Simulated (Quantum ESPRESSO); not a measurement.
Electric field gradients in SiC (changed cell)

```
CELL_PARAMETERS angstrom
      3.07569     0.00000     0.00000
     -1.53785     2.66363     0.00000
      0.00000     0.00000    10.07065
ATOMIC_POSITIONS crystal
  Si 0.66667 0.33333 0.93784
  Si 0.33333 0.66667 0.43784
  Si 0.00000 0.00000 0.68789
  Si 0.00000 0.00000 0.18789
  C  0.66667 0.33333 0.74980
  C  0.33333 0.66667 0.24980
  C  0.00000 0.00000 0.49649
  C  0.00000 0.00000 0.99649
```
The cell was made here from a computed Materials Project entry: C7 and its equivalents moved by 0.04 Å along (0.00, 0.00, -1.00), space group kept. The parent is SiC in P6₃mc, a polytype of 4 double layers. Stability against distortions was not tested.

Computed: field gradients by PBE PAW (JTH datasets; density from pw.x of a modified build of Quantum ESPRESSO, gradients reconstructed from it by a script), 20 Ha, k-mesh 8×8×3 through Γ.

```csv
site,site symmetry,Vzz (a.u.),η_Q,∣C_Q∣ (MHz)
"Si1 (atoms 1, 2)",3m,0.047,0.00,–
"Si2 (atoms 3, 4)",3m,0.110,0.00,–
"C1 (atoms 5, 6)",3m,under 0.02,–,–
"C2 (atoms 7, 8)",3m,0.024,0.00,–
```

Convention: |Vzz| is the largest principal value, η_Q = (Vxx − Vyy)/Vzz, |C_Q| = |eQVzz/h|. Cores are frozen. Against all-electron runs on small test molecules, this scheme's |Vzz| missed by −6 % on Si, +9 % on C.
